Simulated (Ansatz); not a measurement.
Rb2P2Pd:
```cif
data_P8Pd4Rb8
_chemical_formula_sum 'Rb8 P8 Pd4'
_space_group_name_H-M_alt 'Cmcm'
_space_group_IT_number 63
_space_group_name_Hall '-C 2c 2'
_cell_length_a 6.60030
_cell_length_b 14.52950
_cell_length_c 6.04097
_cell_angle_alpha 90.000
_cell_angle_beta 90.000
_cell_angle_gamma 90.000
loop_
_atom_site_label
_atom_site_type_symbol
_atom_site_symmetry_multiplicity
_atom_site_Wyckoff_symbol
_atom_site_fract_x
_atom_site_fract_y
_atom_site_fract_z
_atom_site_occupancy
Rb1 Rb 4 c 0.00000 0.21173 0.75000 1
Rb2 Rb 4 c 0.00000 0.41983 0.25000 1
P1 P 8 g 0.16413 0.10576 0.25000 1
Pd1 Pd 4 a 0.00000 0.00000 0.00000 1
```
(The calculation used a cell of 10 atoms; values per cell refer to that cell.)

Relaxed at zero pressure with DFT-r²SCAN in the program Ansatz with PAW potentials.

**Question.** The volume is raised by 3 % and shape and atoms relax at that volume. What pressure results, and how do the axes share the change?

**Answer.** -0.6 GPa; a 1.2 %, b 1.0 %, c 0.8 %; the energy rises by 2 meV/atom.

**Question.** Give the new structure.

**Answer.** 
Space group Cmcm (No. 63); a = 6.678 Å, b = 14.676 Å, c = 6.089 Å, α = β = γ = 90.00°

```csv
atom,site,symmetry,x,y,z
Rb,4c,m2m,0.0000,0.2115,0.7500
Rb,4c,m2m,0.0000,0.4219,0.2500
P,8g,..m,0.1623,0.1044,0.2500
Pd,4a,2/m..,0.0000,0.0000,0.0000
```

The phase is kept; no other phase was compared at this pressure.

The first step of the workflow began from a Materials Project structure, measured or hypothetical; the Crystallography Open Database copy checked does not list it. Its standing as an ambient phase is unchecked. The cell was relaxed with r²SCAN under the symmetry of its start; its stability against distortions is not shown here. No spin polarisation was allowed.

Potentials: the later of the program's two PAW sets.
